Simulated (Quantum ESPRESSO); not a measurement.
Empty bands for a GW run on NaBa2ReO6 (space group Fm-3m, No. 225): 230 bands on a 2×2×2 mesh, PBEsol, PseudoDojo standard norm-conserving files, scalar-relativistic, Quantum ESPRESSO. The input, in which only the diagonalization keyword changes:

```
&CONTROL
  calculation = 'nscf'
  pseudo_dir = './pseudo'
  outdir = './out'
/
&SYSTEM
  ibrav = 0
  nat = 10
  ntyp = 4
  ecutwfc = 88.0
  ecutrho = 352.0
  occupations = 'fixed'
  force_symmorphic = .true.
  nbnd = 230
/
&ELECTRONS
  conv_thr = 1e-08
  diago_full_acc = .true.
  diago_thr_init = 1e-08
  diagonalization = 'david'
/
ATOMIC_SPECIES
O 15.9990 O.upf
Na 22.9898 Na.upf
Ba 137.3270 Ba.upf
Re 186.2070 Re.upf
CELL_PARAMETERS angstrom
  0.000000000000   4.210655000000   4.210655000000
  4.210655000000   0.000000000000   4.210655000000
  4.210655000000   4.210655000000   0.000000000000
ATOMIC_POSITIONS crystal
O   0.726060000000   0.726060000000   0.273940000000
O   0.273940000000   0.273940000000   0.726060000000
O   0.273940000000   0.726060000000   0.726060000000
O   0.726060000000   0.273940000000   0.273940000000
O   0.726060000000   0.273940000000   0.726060000000
O   0.273940000000   0.726060000000   0.273940000000
Na   0.000000000000   0.000000000000   0.000000000000
Ba   0.750000000000   0.750000000000   0.750000000000
Ba   0.250000000000   0.250000000000   0.250000000000
Re   0.500000000000   0.500000000000   0.500000000000
K_POINTS automatic
2 2 2 0 0 0
```

```tsv
diagonalization	mean iterations per k point	rough time	largest change of an eigenvalue (eV)
david	33	1	–
cg	49	about 7×	2e-06
paro	18	within a factor of two	1e-07
```

An iteration means different work in each solver, so the counts don't rank them. Times are rough ratios from shared machines.

Spin-orbit coupling is not included.

Geometry of the Materials Project entry, not relaxed at this level.
